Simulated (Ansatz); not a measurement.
TaAs (NbAs type, space group I4_1md)

```
TaAs
1.0
   -1.72095     1.72095     5.85613
    1.72095    -1.72095     5.85613
    1.72095     1.72095    -5.85613
Ta As
2 2
Cartesian
  0.00000   0.00000  11.70380
  0.00000   1.72095   2.91960
  0.00000   0.00000   4.88078
  1.72095   0.00000   1.95271
```

The volume is varied about the relaxed value V₀ at fixed cell shape. The atoms relax within the cell's symmetry.

These are r2SCAN (plane waves to 500 eV, PAW, scalar-relativistic; Ansatz, a quantum-chemistry and plane-wave program) values and carry that method's errors. k mesh 19×19×19 (Γ-centred), Fermi-Dirac smearing 0.05 eV. Stress and pressure are positive under compression. At this level the bands of TaAs touch or barely overlap. Spin-orbit coupling is left out, though Ta is heavy. TaAs is run without spin polarisation. TaAs was relaxed with its symmetry unable to fall.

At one point of the scan the stress tensor (GPa) is:

```
   -4.5      0.0      0.0
    0.0     -4.5      0.0
    0.0      0.0     -3.8
```

### Question
Which point is it?
(A) V/V₀ = 1.024
(B) V/V₀ = 1.012
(C) V/V₀ = 1.060
(D) V/V₀ = 1.036

### Answer
A, V/V₀ = 1.024

(Under strain, the slope of the energy per volume gives the stress and its curvature an elastic modulus.)
